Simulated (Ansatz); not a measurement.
**KGaH4: Electric field gradients**

The cell is a COD entry, its atoms then relaxed with PBE in this cell.

Space group Pnma (No. 62); a = 8.9870, b = 5.6130, c = 7.2620 Å.

| site | Wyckoff | site symmetry | x | y | z |
| --- | --- | --- | --- | --- | --- |
| K | 4c | .m. | 0.1813 | 0.2500 | 0.1625 |
| Ga | 4c | .m. | 0.5635 | 0.2500 | 0.8082 |
| H9 | 4c | .m. | 0.6914 | 0.2500 | 0.9605 |
| H13 | 8d | 1 | 0.4158 | 0.9811 | 0.3204 |
| H21 | 4c | .m. | 0.4005 | 0.2500 | 0.8934 |

One atom of each set is listed.

The numbers come from a DFT calculation in Ansatz (PBE, plane waves and PAW, scalar-relativistic, 420 eV cutoff, Γ-centred 3×5×4 k-points, Fermi–Dirac smearing 0.02 eV).

C_Q = eQV_zz/h, which is 24.18 MHz for Q = 1 b and V_zz = 10²¹ V/m²; η = (V_xx − V_yy)/V_zz.

39K: I = 3/2, Q = 60.30 mb; 71Ga: I = 3/2, Q = 107.0 mb; 2H: I = 1, Q = 2.858 mb. Nuclear quadrupole moments: year-2017 set (Pyykkö).

```
site  atoms                              first shell  V_xx, V_yy, V_zz (10²¹ V/m²)     η  C_Q (MHz)
   K      4                      12 H at 2.74–3.35 Å            0.032, 0.39, -0.42  0.85     -0.613
  Ga      4                       4 H at 1.59–1.61 Å             0.52, 1.40, -1.92  0.46      -4.98
  H9      4  1 Ga at 1.60 Å; also 3 K at 2.74–3.16 Å            -0.48, -0.50, 0.98  0.01      0.068
 H13      8  1 Ga at 1.61 Å; also 3 K at 2.83–2.94 Å            -0.44, -0.45, 0.89  0.01      0.062
 H21      4       1 Ga at 1.59 Å; also 1 K at 2.78 Å            -0.53, -0.53, 1.05  0.00      0.073
```

At H9, H13 and H21 V_zz points along its bond to Ga (within 3°) in each case.

The relaxation (5 steps) took 2.4 min of wall time (2.4 min of CPU time) and 0.79 GiB at its peak, on 1 thread of Arm Neoverse V1 (aarch64; 8 cores open to the job, memory cap 3.0 GiB, no GPU), a shared host with a load of 0.3 a core.
